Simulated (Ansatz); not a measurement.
# G0W0 run on SrTiO₃ (Pm-3m)

Method: G0W0@PBE, plasmon-pole screening, soft PAW set, first generation (Ansatz 0.2.0-dev).

Input:

```yaml
crystal:
  lattice:
    - [3.905, 0.0, 0.0]
    - [0.0, 3.905, 0.0]
    - [0.0, 0.0, 3.905]
  atoms:
    - { symbol: Sr, position: [0, 0, 0] }
    - { symbol: Ti, position: [0.5, 0.5, 0.5] }
    - { symbol: O, position: [0.5, 0.5, 0] }
    - { symbol: O, position: [0.5, 0, 0.5] }
    - { symbol: O, position: [0, 0.5, 0.5] }
kpoints:
  mp_grid: { grid: [5, 5, 5], shift: [0, 0, 0] }
hamiltonian:
  xc: pbe
  pseudopotentials: { kind: paw }
scf:
  occupations: { method: fixed }
  convergence: { dr2_threshold: "1e-9 eV" }
  lower_state_search: "off"
output:
  forces: false
  stress: false
gw:
  n_empty_bands: 280
  ecut_chi: 113.3
  qp_bands: [v1, c1]
  qp_kpoints: [[0, 0, 0]]
  ecutfock_ratio: 2
```

The input is rewritten from the run's settings (development build, wave cutoff 420 eV).

Levels count from the highest filled Kohn-Sham level listed; ε_QP = ε_KS + Z(Σ − Vxc). VB is the top filled band, CB the lowest empty one. The wave cutoff came out at 420 eV.

```tsv
k	band	ε_KS (eV)	Σx − Vxc (eV)	Σc (eV)	Z	ε_QP (eV)
Γ	VB	0.00	-4.81	4.46	0.77	-0.27
Γ	CB	2.23	7.64	-6.06	0.78	3.46
```

The gap (direct at Γ) opens from 2.23 eV to 3.73 eV.

Electronic (ion-clamped) dielectric constant on this mesh, from the head of the inverse dielectric matrix: 6.2.

Soft PAW datasets can miss an all-electron G0W0 gap by more than 5 %. Spin-orbit coupling is left out. The mesh is coarse, so these are values at the stated settings, not converged ones. Band sums or response are cut, so the gap isn't at its basis limit. The gap is read among the points solved; the crystal's band edges can lie elsewhere. Meshes this coarse can overestimate the dielectric constant by a tenth and more.
